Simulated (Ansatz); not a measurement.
This guess for LaAl2N3 is about to be relaxed.

```cif
data_structure
_symmetry_space_group_name_H-M 'R-3m:H'
_symmetry_Int_Tables_number 166
_cell_length_a 5.2659
_cell_length_b 5.2659
_cell_length_c 10.8308
_cell_angle_alpha 90.000
_cell_angle_beta 90.000
_cell_angle_gamma 120.000
_cell_volume 260.10
loop_
_atom_site_label
_atom_site_type_symbol
_atom_site_symmetry_multiplicity
_atom_site_Wyckoff_symbol
_atom_site_fract_x
_atom_site_fract_y
_atom_site_fract_z
_atom_site_occupancy
La1 La 3 a 0.00000 0.00000 0.00000 1
Al1 Al 6 c 0.33333 0.66667 0.30052 1
N1 N 9 d 0.83333 0.16667 0.16667 1
```

Level of theory: DFT PBE, scalar-relativistic, plane waves, PAW in Ansatz 0.2.0. Cutoff 420 eV, Gaussian smearing, Γ-centred meshes. Cell and atoms relax first on a coarse mesh and then on a finer one. In between, the cell is made exact in the group found at 0.06 Å. In metals the finer mesh still leaves noise of several meV/atom or more. The steps can't lower the symmetry of their start. No spin polarisation.

A guess keeps its type if space group and coordination stay and the shape of the cell changes little (axis ratios within about 15 %, angles within 6°); the volume may change.

Task: Does it keep its structure type, or change into something else?

Result: It doesn't keep its type. The symmetry stays R-3m (No. 166). The volume per atom grows by 41.9 %, from 14.5 to 20.5 Å³. The shortest distance goes from 2.36 Å (La–N) to 1.81 Å (Al–N). The ratio c/a of the conventional cell changes by a factor of 1.03. Counting neighbours within 15 % of an atom's shortest distance, the start has Al 10, La 6, N 8 and the end Al 3, La 8, N 2. In detail, at the end around La lie 6 N at 2.67 Å and 2 Al at 2.73 Å; Al has 3 N at 1.81 Å and 1 La at 2.73 Å; N is surrounded by 2 Al at 1.81 Å and 2 La at 2.67 Å.

```
CELL_PARAMETERS angstrom
2.92773 1.69033 4.14436
-2.92773 1.69033 4.14436
0.00000 -3.38065 4.14436
ATOMIC_POSITIONS crystal
La 0.00000 0.00000 0.00000
Al 0.78019 0.78019 0.78019
Al 0.21981 0.21981 0.21981
N 0.00000 0.50000 0.00000
N 0.50000 0.00000 0.00000
N 0.00000 0.00000 0.50000
```

Energies over the elements count from the elements' standard structures at the same level (N₂ as a molecule), with no fitted energy shifts.

Task: At what energy does it end?

Result: −0.30 eV/atom.

The last run used a 12×12×12 mesh for its 6-atom cell and Gaussian smearing of 0.10 eV. Symmetry constrained the relaxation, so the result can be a saddle point. Another cell of LaAl2N3 relaxed alike, in P-3m1, lies 0.50 eV/atom lower, so this cell isn't the stable form at this level.
